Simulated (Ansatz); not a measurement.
# GeS₂: computed property card

GeS₂:
```yaml
crystal:
  lattice:
    - [5.80706, 0.00000, 0.00000]
    - [-2.90353, 5.02906, 0.00000]
    - [0.00000, 0.00000, 6.95477]
  atoms:
    - { symbol: Ge, position: [0.54674, 0.54674, 0.50000] }
    - { symbol: Ge, position: [0.45326, 0.00000, 0.16667] }
    - { symbol: Ge, position: [0.00000, 0.45326, 0.83333] }
    - { symbol: S, position: [0.32611, 0.36230, 0.77233] }
    - { symbol: S, position: [0.63770, 0.96381, 0.43900] }
    - { symbol: S, position: [0.03619, 0.67389, 0.10566] }
    - { symbol: S, position: [0.36230, 0.32611, 0.22767] }
    - { symbol: S, position: [0.96381, 0.63770, 0.56100] }
    - { symbol: S, position: [0.67389, 0.03619, 0.89434] }
```

Space group P3_221 (No. 154); conventional cell a = b = 5.8071 Å, c = 6.9548 Å, α = β = 90.00°, γ = 120.00°.

Method: plane-wave PAW PBEsol (Ansatz code). Geometry: relaxed at this level of theory. Other levels are named where they apply.

**Cell and energy**

| Property | Result |
|---|---|
| Volume per atom | 22.57 Å³ |
| Density | 3.35 g/cm³ |
| Formation energy from the elements (no fitted shifts) | -24 kJ/mol of atoms |

**Electronic structure**

| Item | Result |
|---|---|
| Band gap | 1.70 eV (indirect) |
| Valence-band maximum | on the K–Γ line, 39 % of the way from K |
| Conduction-band minimum | on the Γ–A line, 33 % of the way from Γ (2 equivalent valleys) |
| Smallest direct gap on the standard path | 1.83 eV |
| Electron effective mass | 0.23, 1.4, 1.4 mₑ (principal values) |
| Hole effective mass | 0.56, 1.1, 2.3 mₑ (principal values) |
| HSE06 gap on the PBEsol cell | 2.79 eV |
| Gap with spin–orbit coupling | 1.68 eV |

**Mechanics**

| Property | Value |
|---|---|
| Bulk modulus (Birch–Murnaghan fit) | 27.1 GPa |
| Pressure derivative B′ | 4.6 |
| Elastic constants (relaxed ions, GPa) | C11 = 35.7, C12 = 26.5, C13 = 10.0, C14 = -6.9, C33 = 98.1, C44 = 18.1 |
| Mechanical stability | marginal (the smallest eigenvalue of C is near zero) |
| Piezoelectric stress constants (proper, relaxed ions, C/m²) | e14 = 0.18, e25 = -0.18 |

**Dielectric response**

| Quantity | Result |
|---|---|
| Electronic dielectric constant ε∞ (DFPT) | 6.84 (xx = yy), 8.72 (zz) |
| Born charges (a third of the trace) | Ge +3.18, S -1.59 e |

**Phonons**

| Item | Value |
|---|---|
| Highest zone-centre frequency (without LO–TO term) | 394 cm^-1 |
| Zone-centre stability | no imaginary mode at Γ |

The start of the workflow was typed in or built on a structure type; neither database checked (COD, Materials Project) lists it. COD files the formula under space group No. 14, 43, 82, 122, 217. Whether it is the stable phase at ambient conditions was not checked. The cell was relaxed with PBEsol under the symmetry of its start. The volume moved by -23 % from the start of the relaxation. Signs of piezoelectric constants follow the polarity of the cell as given. The references are the lowest solids computed at this level, not always the standard phases. Spin–orbit coupling is left out wherever it is not named.

Potentials: the earlier of the program's two PAW sets. The files were generated under PBE; for other functionals the program regenerates the frozen cores, and for LDA and PBEsol the local potential too.
